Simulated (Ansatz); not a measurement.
**Is this PdPtSe₂ structure a true minimum?**

The cell was found from a proposed guess, not taken from experiment.

Computed with DFT PBE, scalar-relativistic, plane waves, PAW (Ansatz). Plane waves to 420 eV, a k mesh through Γ of 10×10×6 on the computed 4-atom cell and Gaussian smearing (0.10 eV); no spin polarisation.

The cell below (4 atoms, space group Pmmm (No. 47)) is relaxed within its symmetry.

```xyz
4
Lattice="3.7242 0.0000 0.0000 0.0000 3.7158 0.0000 0.0000 0.0000 6.4739" Properties=species:S:1:pos:R:3 pbc="T T T"
Pd    1.8621    0.0000    0.0000
Pt    0.0000    1.8579    3.2370
Se    0.0000    0.0000    1.6315
Se    0.0000    0.0000    4.8425
```

For the test a repeat of it with 8 atoms (edges 3.72, 6.47, 7.43 Å) was strained at random (σ = 1.5 % a component), the atoms were moved at random (σ = 0.05 Å), and all was relaxed again on a coarse 6×4×4 mesh (in the run’s order of axes) with 0.20 eV smearing, with no symmetry imposed.

These runs have no spin–orbit coupling, which can matter for Pt.

Question: Does it come back?

Answer: It returns, within 1 meV/atom of the unmoved cell on that mesh and with the same symmetry when read at 0.1 Å (P2/m at 0.01 Å, so small strains and shifts remain). No instability shows in this cell; modes of other wave vectors, which need another repeat, aren't tested.
